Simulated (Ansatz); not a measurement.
Data:

Relaxed ZnS (wurtzite):

```xyz
8
Lattice="7.6902 0.0000 0.0000 -1.9226 3.3300 0.0000 3.8451 0.0000 6.3057" Properties=species:S:1:pos:R:3 pbc="T T T"
Zn     9.6128     1.1100     6.3047
Zn     5.7677     1.1100     6.3047
Zn     7.6902     2.2200     3.1519
Zn     3.8451     2.2200     3.1519
S      1.9226     1.1100     3.9432
S      5.7677     1.1100     3.9432
S      0.0000     2.2200     0.7904
S      3.8451     2.2200     0.7904
```

The atoms are displaced by Q × the pattern below (from a DFPT mode at L = (0.5, 0.0, 0.5), largest move 1; Q in Å), at fixed cell. It is one choice among 2 degenerate patterns. (q is in reciprocal vectors of the primitive cell; the cell shown is doubled to hold the pattern.)

| atom | x | y | z |
|---|---|---|---|
| Zn1 | 0.008 | 0.004 | -0.293 |
| Zn2 | -0.008 | -0.004 | 0.293 |
| Zn3 | -0.133 | -0.077 | -0.174 |
| Zn4 | 0.133 | 0.077 | 0.174 |
| S5 | 0.213 | 0.123 | 0.969 |
| S6 | -0.213 | -0.123 | -0.969 |
| S7 | 0.357 | 0.206 | 0.203 |
| S8 | -0.357 | -0.206 | -0.203 |

Computed with PBE (plane waves to 420 eV, PAW, scalar-relativistic; Ansatz, an electronic-structure program). k mesh 10×10×10 (Γ-centred), Fermi-Dirac smearing 0.05 eV. E stands for the smeared free energy. ZnS was relaxed with its symmetry unable to fall. ΔE is measured from the undisplaced structure.

The scan covers Q from -0.180 to 0.180 Å in 13 points.

Problem. Which space group does the distorted structure have?

Solution. Cm (No. 8), lowered from P6_3mc.

Problem. What is the energy change at Q = 0.180 Å?

Solution. 491 meV/cell.

Problem. What harmonic wavenumber does the curvature at Q = 0 give?

Solution. 288 cm⁻¹.

(A displaced cell: forces are minus the slopes of the energy, force constants its curvatures, and phonons follow from these.)
